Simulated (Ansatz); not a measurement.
The following input was run with Ansatz 0.2.0.

```yaml
crystal:
  lattice:
    - [6.2196984345, 0.0, 0.0]
    - [0.0, 6.2196984345, 0.0]
    - [0.0, 0.0, 6.2196984345]
  atoms:
    - { symbol: Cs, position: [0.0, 0.0, 0.0] }
    - { symbol: Sn, position: [0.5, 0.5, 0.5] }
    - { symbol: I, position: [0.0, 0.5, 0.5] }
    - { symbol: I, position: [0.5, 0.0, 0.5] }
    - { symbol: I, position: [0.5, 0.5, 0.0] }
basis:
  ecutwfc: 420
kpoints:
  mp_grid: { grid: [6, 6, 6] }
hamiltonian:
  xc: pbe
scf:
  occupations: { method: gaussian, width: 0.02 }
output:
  forces: true
  stress: true
  eigenvalues: true
```

Run as
```bash
ansatz run input.yaml --threads 2 --pin off --max-ram 5120MiB --backend cpu --events-out ev --progress --plain --runs-dir out
```

These are results of DFT PBE, scalar-relativistic, plane waves, PAW (Ansatz), not measurements.

Part of what the program printed, abridged:

```
Pseudopotentials: kind: paw
Pseudopotential: Cs, paw, valence charge 9, recommended cutoff 420 eV (normal)
Pseudopotential: Sn, paw, valence charge 14, recommended cutoff 420 eV (normal)
Pseudopotential: I, paw, valence charge 17, recommended cutoff 420 eV (normal)
Functional definition: PBE
Crystal: 5 atoms, lattice volume = 240.607 Å³
Basis set: ecut = 420 eV, 4729 PW (Γ), exchange–correlation on 90×90×90 points (8 copies of the dense FFT grid, shifted against one another)
Bands: 45, of which v1, the nominal top of the filled ones, is band 37 counted from 1 (36 counted from 0)
Symmetry: 48 space group operations
Space group: Pm-3m (ITA 221), of the structure as read, at distance tolerance 6.2e-5 Å
k-points: 20 of 216
Initial density: superposition of atomic densities (neutral atoms: chi_scale 0, normalization atom), corrected by the library's trained network
Initial wavefunctions: pseudopotential atomic-orbital guess
Functional: x = pbe(κ = 0.804, μ = 0.21951497), c = pbe(β = 0.06672455)
SCF iter   1: F=—  HF=-34238.469969 eV  |F-HF|=—  |Δ(HF+E_count)|=         —  Δρ=5.14e-4  dr2=5.12e-4  ethr=1.77e-3  ⟨swp⟩=10.1  Hψ=4299  notcnv=0  defer=3
SCF iter   2: F=—  HF=-34238.469563 eV  |F-HF|=—  |Δ(HF+E_count)|=   4.06e-4  Δρ=4.27e-4  dr2=4.27e-4  ethr=6.92e-7  ⟨swp⟩=3.3  Hψ=2416  notcnv=0  defer=47
SCF iter   3: F=—  HF=-34238.469693 eV  |F-HF|=—  |Δ(HF+E_count)|=   1.30e-4  Δρ=2.38e-4  dr2=1.45e-4  ethr=5.76e-7  ⟨swp⟩=3.0  Hψ=1690  notcnv=0  defer=27
automatic band count: iteration 3 solves 44 bands in place of 45: the levels show a gap, and the empty bands left out lie too high to hold charge; the band table lists the bands solved (type scf.n_extra_bands for more)
SCF iter   4: F=—  HF=-34238.469931 eV  |F-HF|=—  |Δ(HF+E_count)|=   2.39e-4  Δρ=9.08e-5  dr2=1.54e-5  ethr=1.96e-7  ⟨swp⟩=2.0  Hψ=1699  notcnv=0  defer=27
SCF iter   5: F=—  HF=-34238.469893 eV  |F-HF|=—  |Δ(HF+E_count)|=   3.84e-5  Δρ=4.08e-5  dr2=3.13e-6  ethr=2.08e-8  ⟨swp⟩=2.2  Hψ=1524  notcnv=0  defer=27
SCF iter   6: F=—  HF=-34238.469891 eV  |F-HF|=—  |Δ(HF+E_count)|=   2.26e-6  Δρ=1.02e-5  dr2=1.76e-7  ethr=4.22e-9  ⟨swp⟩=2.0  Hψ=1591  notcnv=0  defer=27
SCF iter   7: F=-34238.469890 eV  HF=-34238.469890 eV  |F-HF|=3.43e-8  |Δ(HF+E_count)|=   1.11e-7  Δρ=3.97e-6  dr2=2.44e-8  ethr=1.35e-10  ⟨swp⟩=10.2  Hψ=3839  notcnv=0
SCF 1 converged in 7 iterations: F = -34238.469890 eV  dr2 = 2.44e-8
SCF converged after 7 iterations
Free energy (F): -34238.469890 eV
Harris-Foulkes:  -34238.469890 eV  (|F-HF|=3.43e-8)
Internal energy: -34238.469890 eV  (E = F + TS)
E sigma→0 (E₀):  -34238.469890 eV
Fermi energy:    5.388144 eV
--- Per-component energies (eV) ---
  E_band       = -1428.272072
  E_kinetic    = 892.530514
  E_local      = -8838.603691  (includes V_loc(G=0)·N_el)
  E_nonlocal   = -275.019935
  E_hartree    = 4510.264446
  E_xc         = -941.546727
  E_vxc        = -608.245817  (∫ρ·V_xc dr)
  E_paw        = -23647.926823  (= ΣΔE_a)
  E_vpaw       = -1619.445096  (= ΣTr[D̂ρ^β])
  E_aug_tail   = -0.000045  (compensation charges beyond the density's cutoff)
  E_ewald      = -5938.167630
  E_smearing   =  0.000000  (= −TS)
--- Forces (eV/Å), atoms counted from 1 ---
  atom   1  Cs     0.00000000     0.00000000     0.00000000
  atom   2  Sn     0.00000000     0.00000000     0.00000000
  atom   3  I      0.00000000     0.00000000     0.00000000
  atom   4  I      0.00000000     0.00000000     0.00000000
  atom   5  I      0.00000000     0.00000000     0.00000000
--- Stress (GPa, compression-positive) ---
        0.527377       0.000000       0.000000
        0.000000       0.527377       0.000000
        0.000000       0.000000       0.527377
  P = ⅓ Tr σ = 0.5274 GPa (5.274 kbar)
--- Band table (eV; the first three rows and the last of 20) ---
  k-point 0: bands = ["-39.9570", "-39.9567", "-39.9567", "-39.9174", "-39.9174", "-39.9174", "-39.9169", "-39.9169", "-39.9169", "-39.8093", "-39.8093", "-39.8093", "-39.8088", "-39.8088", "-39.8085", "-17.0790", "-16.8947", "-16.8947", "-16.8759", "-16.8759", "-16.8759", "-8.0254", "-7.3188", "-7.3188", "-3.8716", "-3.8716", "-3.8716", "-1.0003", "0.5412", "0.5412", "0.5412", "2.9010", "2.9010", "2.9010", "3.0571", "3.0571", "3.0571", "7.4144", "8.3533", "8.3533", "8.6906", "8.6906", "8.6906", "9.8901"]
  k-point 1: bands = ["-39.9570", "-39.9567", "-39.9567", "-39.9174", "-39.9174", "-39.9174", "-39.9170", "-39.9170", "-39.9169", "-39.8093", "-39.8093", "-39.8093", "-39.8088", "-39.8088", "-39.8086", "-17.0789", "-16.8947", "-16.8943", "-16.8760", "-16.8760", "-16.8759", "-7.9902", "-7.3613", "-7.3181", "-3.8699", "-3.8699", "-3.8668", "-1.3291", "0.5676", "0.5676", "1.0960", "2.8526", "2.8526", "2.8594", "3.0150", "3.0150", "3.0322", "7.6932", "8.5068", "8.5824", "8.7821", "8.9224", "8.9224", "8.9263"]
  k-point 2: bands = ["-39.9569", "-39.9568", "-39.9567", "-39.9174", "-39.9173", "-39.9173", "-39.9170", "-39.9170", "-39.9169", "-39.8093", "-39.8093", "-39.8093", "-39.8088", "-39.8087", "-39.8086", "-17.0787", "-16.8946", "-16.8937", "-16.8761", "-16.8761", "-16.8759", "-7.8997", "-7.4664", "-7.3166", "-3.8667", "-3.8667", "-3.8580", "-1.7285", "0.6243", "0.6243", "1.9234", "2.7300", "2.7300", "2.7801", "2.9584", "2.9584", "3.2089", "7.2690", "8.3881", "8.9089", "9.0528", "9.1323", "9.4159", "9.4159"]
  k-point 19: bands = ["-39.9568", "-39.9568", "-39.9568", "-39.9172", "-39.9172", "-39.9172", "-39.9171", "-39.9171", "-39.9171", "-39.8094", "-39.8093", "-39.8093", "-39.8087", "-39.8087", "-39.8087", "-17.0779", "-16.8927", "-16.8927", "-16.8763", "-16.8763", "-16.8763", "-7.5347", "-7.5347", "-7.5347", "-3.8910", "-3.8910", "-3.8910", "-3.2469", "1.9676", "1.9676", "1.9676", "2.7099", "2.7099", "3.4926", "3.4926", "3.4926", "5.2166", "5.5610", "5.5610", "5.5610", "8.2334", "9.2338", "9.2338", "9.2338"]
```

The run converged.

The run took 5.2 s on 2 threads of Oxide Virtual Turin-like Processor (Zen 5), on a shared host, peak memory 0.65 GiB.